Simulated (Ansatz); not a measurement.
In$_{2}$Ag:
```cif
data_Ag2In4
_chemical_formula_sum 'In4 Ag2'
_space_group_name_H-M_alt 'P 1'
_space_group_IT_number 1
_cell_length_a 5.58436
_cell_length_b 5.58436
_cell_length_c 5.58436
_cell_angle_alpha 104.306
_cell_angle_beta 104.306
_cell_angle_gamma 120.384
loop_
_space_group_symop_operation_xyz
  'x, y, z'
loop_
_atom_site_label
_atom_site_type_symbol
_atom_site_fract_x
_atom_site_fract_y
_atom_site_fract_z
_atom_site_occupancy
In1 In 0.34482 0.15518 0.50000 1
In2 In 0.65518 0.84482 0.50000 1
In3 In 0.15518 0.65518 0.81036 1
In4 In 0.84482 0.34482 0.18964 1
Ag1 Ag 0.75000 0.75000 0.00000 1
Ag2 Ag 0.25000 0.25000 0.00000 1
```

Relaxed with PBEsol.

### Question
Which orbitals make up the states near the Fermi level in plane-wave PAW PBEsol (Ansatz code)?

### Answer
Within 0.5 eV of the Fermi level: In 5p 65 %, In 5s 20 %, Ag 4d 6 %. Projections are on Löwdin-orthogonalised atomic valence shells; empty p or d shells of many metals are not among them.

### Question
Tabulate the density of states.

### Answer
States/eV per cell of 6 atoms, in 0.25 eV bins, energy from the Fermi level.

```csv
E (eV),total,Ag 4d,In 5p,In 5s
-7.85,1.18,0.05,0.47,0.52
-7.60,1.35,0.09,0.54,0.56
-7.35,1.40,0.14,0.56,0.55
-7.10,1.78,0.27,0.67,0.66
-6.85,2.03,0.49,0.67,0.68
-6.60,3.00,1.21,0.74,0.85
-6.35,8.87,6.14,0.88,1.62
-6.10,10.24,7.63,0.87,1.53
-5.85,5.12,4.18,0.39,0.45
-5.60,7.17,6.14,0.62,0.29
-5.35,10.91,9.73,0.85,0.16
-5.10,18.21,16.69,1.01,0.19
-4.85,7.04,5.85,0.72,0.18
-4.60,7.05,5.91,0.64,0.26
-4.35,7.96,6.57,0.63,0.56
-4.10,2.91,1.44,0.70,0.60
-3.85,2.53,0.96,0.77,0.64
-3.60,2.35,0.71,0.78,0.70
-3.35,2.59,0.65,0.83,0.92
-3.10,2.25,0.46,0.72,0.92
-2.85,1.51,0.24,0.54,0.63
-2.60,1.75,0.25,0.80,0.57
-2.35,1.63,0.22,0.84,0.44
-2.10,2.05,0.27,1.23,0.40
-1.85,2.54,0.29,1.61,0.46
-1.60,2.17,0.21,1.35,0.46
-1.35,2.25,0.17,1.40,0.51
-1.10,2.10,0.15,1.31,0.49
-0.85,2.08,0.13,1.37,0.41
-0.60,2.48,0.15,1.65,0.48
-0.35,2.47,0.14,1.66,0.46
-0.10,2.49,0.14,1.65,0.47
0.15,2.06,0.11,1.33,0.42
0.40,1.82,0.10,1.11,0.45
0.65,2.14,0.11,1.26,0.58
0.90,2.32,0.11,1.37,0.61
1.15,2.21,0.10,1.28,0.61
1.40,2.28,0.10,1.33,0.61
1.65,2.27,0.09,1.34,0.59
1.90,2.35,0.09,1.39,0.59
2.15,2.45,0.08,1.43,0.59
2.40,2.32,0.07,1.39,0.50
2.65,2.57,0.07,1.53,0.50
2.90,3.09,0.08,1.85,0.50
3.15,2.88,0.07,1.82,0.37
3.40,2.79,0.06,1.74,0.35
3.65,2.46,0.05,1.50,0.29
3.90,2.95,0.06,1.80,0.33
4.15,3.00,0.05,1.83,0.33
4.40,2.86,0.05,1.76,0.28
4.65,3.26,0.05,2.05,0.29
4.90,3.20,0.05,1.98,0.25
```

Space group I4/mcm. The workflow started from a Materials Project entry (that database holds measured and hypothetical structures alike); the Crystallography Open Database files this formula in space group No. 140, but the cells were not matched. Its standing as an ambient phase is unchecked. The cell was relaxed with PBEsol under the symmetry of its start; of distortions, only those at the zone centre were tested. The run is not spin-polarised. Spin–orbit coupling is left out wherever it is not named.

Potentials: the later of the program's two PAW sets.
